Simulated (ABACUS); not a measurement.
A self-consistent single point of a model cell of HfSi (P6_3/mmc, 4 atoms in the cell; prototype structure) with ABACUS.

Method: PBEsol, numerical atomic orbitals DZ (confined pseudo-atomic orbitals; energy shift 0.01 Ry), PseudoDojo 0.4 standard norm-conserving PBEsol (tails mended) pseudopotentials in ABACUS.

```xyz
4
Lattice="4.3703 0.0000 0.0000 -2.1851 3.7848 0.0000 0.0000 0.0000 6.0911" Properties=species:S:1:pos:R:3 pbc="T T T"
Hf     0.0000     0.0000     0.0000
Hf     0.0000     0.0000     3.0455
Si     0.0000     2.5232     1.5228
Si     2.1851     1.2616     4.5683
```

Reference input (self-consistent single point, DFT, PBEsol, numerical atomic orbitals TZDP (confined pseudo-atomic orbitals; energy shift 0.01 Ry), PseudoDojo 0.4 standard norm-conserving PBEsol (tails mended) pseudopotentials): basis = TZDP numerical atomic orbitals, energy shift 0.01 Ry; KPT = Gamma 9 9 6 0 0 0; basis_type = lcao; dft_functional = PBESOL; ecutwfc = 100 Ry; smearing_method = fd; smearing_sigma = 0.00999582 Ry; potentials = PseudoDojo 0.4 standard norm-conserving PBEsol (tails mended); symmetry = 1; symmetry_prec = 1e-05; ks_solver = scalapack_gvx; scf_nmax = 100. This run's input differs from it in these lines:

```diff
@@ -28,4 +28,4 @@
 NUMERICAL_ORBITAL
-Hf_pbesol_7.2au_4s3p3d.orb
-Si_pbesol_6.9au_3s3p2d.orb
+Hf_pbesol_7.2au_3s1p2d.orb
+Si_pbesol_6.9au_2s2p.orb
```

The program printed (abridged):

```
 SELF-CONSISTENT
 -------------------------------------------

                  longest orb rcut (Bohr) = 7.2
   longest nonlocal projector rcut (Bohr) = 2.46
                     search radius (Bohr) = 19.3

                          real space grid = [ 54, 54, 75 ]
                                 init_chg = atomic

 LCAO ALGORITHM --------------- ION=   1  ELEC=   1--------------------------------

 Density error is 0.0863678581061
 E_KohnSham     -242.1378574876      -3294.4545633440
 E_Fermi        0.5940857346         8.0829510909

 LCAO ALGORITHM --------------- ION=   1  ELEC=   2--------------------------------

   [... lines left out ...]

   [... 5 blocks of this kind left out ...]

 LCAO ALGORITHM --------------- ION=   1  ELEC=   8--------------------------------

 Density error is 3.28231791457e-07
 E_KohnSham     -242.2017591235      -3295.3239897031
 E_Fermi        0.5865934125         7.9810128198

 LCAO ALGORITHM --------------- ION=   1  ELEC=   9--------------------------------

 Density error is 6.65322303903e-08
 E_KohnSham     -242.2017591235      -3295.3239897032
 E_KS(sigma->0) -242.1952999438      -3295.2361080554
 E_entropy(-TS) -0.0129183593        -0.1757632957
 E_Fermi        0.5865934843         7.9810137959
 charge density convergence is achieved
 final etot is -3295.3239897 eV
 EFERMI = 7.9810137959 eV

 STATE ENERGY(eV) AND OCCUPATIONS    NSPIN == 1
   [... 23 lines left out ...]

 TOTAL-FORCE (eV/Angstrom)
                       Hf1         0.0000000000         0.0000000000         0.0000000000
                       Hf2         0.0000000000         0.0000000000         0.0000000000
                       Si1         0.0000000000         0.0000000000         0.0000000000
                       Si2         0.0000000000         0.0000000000         0.0000000000

 TOTAL-STRESS (KBAR)
      -215.2180030297         0.0000000015         0.0000000000
         0.0000000015      -215.2180013255         0.0000000000
        -0.0000000000         0.0000000000       -62.6825108144
 TOTAL-PRESSURE: -164.372838 KBAR

 --------------------------------------------
 !FINAL_ETOT_IS -3295.3239897032472072 eV
 --------------------------------------------
```

The run converged in 9 iterations. Against the reference run the free energy rises by 403 meV/atom and the pressure goes from -16.21 to -16.44 GPa.

Lattice and positions were typed or generated, without prior relaxation. The atom-centred basis is finite, which shifts total energies and pressures against plane waves. This run is one point of a test of settings, so its values need not be converged; read them against the reference run alone.

Cost on one core: very roughly 14 core-seconds.

The atomic orbitals were generated for these runs; they are not ABACUS's published sets and were checked against plane waves on a few crystals only.

“Tails mended”: in these copies of the files the far tail of each local potential was reset to the Coulomb form.
